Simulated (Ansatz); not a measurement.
A relaxation computed with Ansatz, from input to last step.

```yaml
crystal:
  lattice:
    - [2.0364576798, -5.2845124156, 0.0]
    - [2.0364576798, 5.2845124156, 0.0]
    - [0.0, 0.0, 5.8188105283]
  atoms:
    - { symbol: "Y", position: [0.6900683639, 0.3099316361, 0.75] }
    - { symbol: "Y", position: [0.3099316361, 0.6900683639, 0.25] }
    - { symbol: Al, position: [0.0, 0.0, 0.5] }
    - { symbol: Al, position: [0.0, 0.0, 0.0] }
    - { symbol: Ge, position: [0.3952547345, 0.6047452655, 0.75] }
    - { symbol: Ge, position: [0.6047452655, 0.3952547345, 0.25] }
basis:
  ecutwfc: 500
kpoints:
  mp_grid: { grid: [10, 10, 6] }
hamiltonian:
  xc: r2scan
scf:
  occupations: { method: gaussian, width: 0.1 }
output:
  forces: true
  stress: true
  eigenvalues: true
relax:
  adjacent_minimum: "off"
  f_tol: 0.01
  max_steps: 30
  cell: { stress_tol: 0.1, fix: [volume] }
```

```bash
ansatz run input.yaml --threads 1 --pin off --max-ram 2560MiB --backend cpu --events-out ev --progress --plain --runs-dir out
```

These are results of DFT r2SCAN, scalar-relativistic, plane waves, PAW (Ansatz 0.2.0), not measurements.

The volume is held at 1.03 times that of the relaxed cell.

Of 4 frames 3 are shown, positions in Å and forces in eV/Å; the SCF threshold varies from step to step. Steps run on the plane waves of an earlier cell, with a Pulay correction in the pressure. The basis is chosen afresh for the last frame, the zero of the energies, and at times for earlier ones too; energy and pressure step there, also at an unchanged geometry.

```xyz
6
Lattice="2.0365 -5.2845 0.0000 2.0365 5.2845 0.0000 0.0000 0.0000 5.8188" Properties=species:S:1:pos:R:3:forces:R:3 pbc="T T T" step=1 free_energy_over_end_meV_per_atom=0.05 pressure_GPa=-2.45
Y     2.0365   -2.0088    4.3641    0.0000    0.0367    0.0000
Y     2.0365    2.0088    1.4547    0.0000   -0.0367    0.0000
Al    0.0000    0.0000    2.9094    0.0000    0.0000    0.0000
Al    0.0000    0.0000    0.0000    0.0000    0.0000    0.0000
Ge    2.0365    1.1071    4.3641    0.0000   -0.0068    0.0000
Ge    2.0365   -1.1071    1.4547    0.0000    0.0068    0.0000
6
Lattice="2.0356 -5.2857 0.0000 2.0356 5.2857 0.0000 0.0000 0.0000 5.8201" Properties=species:S:1:pos:R:3:forces:R:3 pbc="T T T" step=2 free_energy_over_end_meV_per_atom=0.02 pressure_GPa=-2.41
Y     2.0356   -1.9982    4.3651    0.0000   -0.0220    0.0000
Y     2.0356    1.9982    1.4550    0.0000    0.0220    0.0000
Al    0.0000    0.0000    2.9100    0.0000    0.0000    0.0000
Al    0.0000    0.0000    0.0000    0.0000    0.0000    0.0000
Ge    2.0356    1.1102    4.3651    0.0000    0.0129    0.0000
Ge    2.0356   -1.1102    1.4550    0.0000   -0.0129    0.0000
6
Lattice="2.0357 -5.2879 0.0000 2.0357 5.2879 0.0000 0.0000 0.0000 5.8171" Properties=species:S:1:pos:R:3:forces:R:3 pbc="T T T" step=4 free_energy_over_end_meV_per_atom=0.00 pressure_GPa=-2.42
Y     2.0357   -2.0021    4.3629    0.0000   -0.0007    0.0000
Y     2.0357    2.0021    1.4543    0.0000    0.0007    0.0000
Al    0.0000    0.0000    2.9086    0.0000    0.0000    0.0000
Al    0.0000    0.0000    0.0000    0.0000    0.0000    0.0000
Ge    2.0357    1.1108    4.3629    0.0000    0.0023    0.0000
Ge    2.0357   -1.1108    1.4543    0.0000   -0.0023    0.0000
```

Time: 4 min on 1 thread of Arm Neoverse V1 (shared host), peak memory 1.1 GiB.